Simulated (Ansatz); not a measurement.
Here is an unrelaxed guess for CoIrC4N4.

```xyz
10
Lattice="5.8826 0.0000 0.0000 0.0000 5.8826 0.0000 0.0000 0.0000 5.8826" Properties=species:S:1:pos:R:3 pbc="T T T"
Co    2.9413    2.9413    2.9413
Ir    0.0000    0.0000    0.0000
C     1.1068    1.1068    1.1068
C     1.1068    4.7758    4.7758
C     4.7758    1.1068    4.7758
C     4.7758    4.7758    1.1068
N     1.7823    1.7823    1.7823
N     1.7823    4.1003    4.1003
N     4.1003    1.7823    4.1003
N     4.1003    4.1003    1.7823
```

All numbers below come from Ansatz, DFT PBE, scalar-relativistic, plane waves, PAW. Settings: cutoff 420 eV, Γ-centred mesh 4×4×4 on the computed 10-atom cell, Gaussian smearing of 0.10 eV; collinear spin from starting moments -3.0 1.0 0.0 0.0 0.0 0.0 0.0 0.0 0.0 0.0 μB.

Energies over the elements count from the elements' standard structures at the same level (N₂ as a molecule), with no fitted energy shifts.

Q: How far from equilibrium is it?

A: The pressure is 0.8 GPa (near zero), the largest force is 2.04 eV/Å, and the energy is +0.60 eV/atom against the elements. The shortest distance is 1.17 Å.

Q: Is it a good guess?

A: A good one: relaxing gains under 0.1 eV/atom (the start's value is from the coarse mesh, so the gain is rough) in 9 ionic steps and ends at +0.56 eV/atom on the finer mesh. The symmetry stays P-43m (No. 215). The volume per atom shrinks by 4.7 %, from 20.4 to 19.4 Å³. The shortest distance goes from 1.17 Å (C–N) to 1.18 Å (C–N). Conventional cell: a = 5.790 Å. Co is surrounded by 4 N at 1.88 Å; Ir is surrounded by 4 C at 1.95 Å; C is surrounded by 1 N at 1.18 Å and 1 Ir at 1.95 Å; N is surrounded by 1 C at 1.18 Å and 1 Co at 1.88 Å.

The last run used collinear spin, an 8×8×8 mesh for its 10-atom cell and Gaussian smearing of 0.10 eV. These runs have no spin–orbit coupling, which can matter for Ir. The reference form of C is held partly by dispersion forces, which this level lacks. Another magnetic order may lie lower. The relaxation can't lower the symmetry of the start, and the grade says only how near the guess is to its own end. A structure relaxed within its symmetry needn't be a true minimum.
